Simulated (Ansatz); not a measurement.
**Surface calculation: fcc Cu (111), 3 layers**

The slab is cut from the fcc crystal, the stable phase, as relaxed on PAW files (11.95 Å³/atom), with 16 Å of vacuum and a dipole correction:

```xyz
3
Lattice="2.5665 0.0000 0.0000 -1.2833 2.2227 0.0000 0.0000 0.0000 20.1911" Properties=species:S:1:pos:R:3 pbc="T T T"
Cu    0.0000    0.7409    8.0000
Cu    0.0000    2.2227   10.0955
Cu    1.2833    1.4818   12.1911
```

Computed with Ansatz 0.2.0; functional PBE, scalar-relativistic. Settings: a Γ-centred 15×15×1 k mesh, Fermi–Dirac smearing of 0.1 eV, no spin polarisation. Methods: LAPW: all electrons, basis error target 1 meV/atom; PAW: frozen-core files, cutoff 420 eV.

The bulk energy comes from a cell in the slab's orientation on a 15×15×5 mesh. The surface energy is (E(slab) − N·E(bulk))/2A at zero smearing, the mean of both faces; thin slabs carry quantum-size effects.

Q: As cut, the LAPW slab lies 0.924 eV above 3 atoms of bulk. What surface energy is that?

A: Over two faces of 5.70 Å² it is 80.9 meV/Å², and times 16.02 J/m² per eV/Å² that gives γ = 1.297 J/m².

Q: What do relaxation and the other method give, and what work function comes out?

A: 

| method | γ as cut (J/m²) | γ relaxed (J/m²) | Φ as cut (eV) | Φ relaxed (eV) |
| --- | --- | --- | --- | --- |
| LAPW | 1.297 | 1.293 | 4.75 | 4.73 |
| PAW | 1.296 | 1.292 | 4.75 | 4.73 |

Q: How do the spacings between the planes relax?

A: From the bottom face up: d12 -1.2 % of 2.096 Å, d23 -1.2 % of 2.096 Å.

Q: A field of 0.3 V/Å is applied along the normal, atoms held. What follows?

A: LAPW finds an induced dipole of 0.0692 e·Å a cell (PAW 0.0692), that is 7.31 Å for 4πα over the area, against 4.14 Å between the outer atoms.

Q: A 2p core hole is made on one atom of each kind in every 1×1 cell (PAW hole dataset, neutral cell, valence without spin). What does it cost by layer?

A: layer 1 936.44 eV, layer 2 936.75 eV. Shifts between layers mean more than the absolute values, and a whole layer of holes screens otherwise than one hole.

Q: In the relaxed 1×1 cell, replace the outer, then the middle Cu by Zn, which changes a whole layer. What shift does this Z+1 picture give?

A: E(outer) − E(middle) = -0.29 eV by LAPW and -0.29 eV by PAW; a positive value puts the surface line at higher binding energy.
